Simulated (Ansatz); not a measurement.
MoRu in space group P-6m2 (No. 187; Mo on 1e, Ru on 1d) under volume change, r²SCAN (plane waves, PAW; program Ansatz), shape and atoms relaxed at each volume.

```csv
V (Å³/atom),E − E(relaxed) (meV/atom),P (GPa)
13.220,(withheld),(withheld)
13.656,53.6,20.83
14.092,12.7,9.57
14.528,0.0,0.00
14.964,(withheld),(withheld)
15.399,43.1,-15.03
15.835,92.2,-20.89
```

Question: Complete the blanks.

Answer: 
- 13.220, E − E(relaxed) (meV/atom): 127.8
- 13.220, P (GPa): 34.08
- 14.964, E − E(relaxed) (meV/atom): 11.4
- 14.964, P (GPa): -8.13

Question: What does a third-order Birch–Murnaghan fit give for V₀, B₀ and B′?

Answer: V₀ = 14.53 Å³/atom, B₀ = 293 GPa, B′ = 4.4.

The workflow started from a Materials Project entry (that database holds measured and hypothetical structures alike); the Crystallography Open Database copy checked does not list it. With Mo and Ru taken as one species the cell has the higher symmetry P6_3/mmc, so it may be an ordered model of a mixed-site phase. Its standing as an ambient phase is unchecked. Symmetry was held in the r²SCAN relaxation; of distortions, only those at the zone centre were tested. No spin polarisation was allowed.

Potentials: the later of the program's two PAW sets.
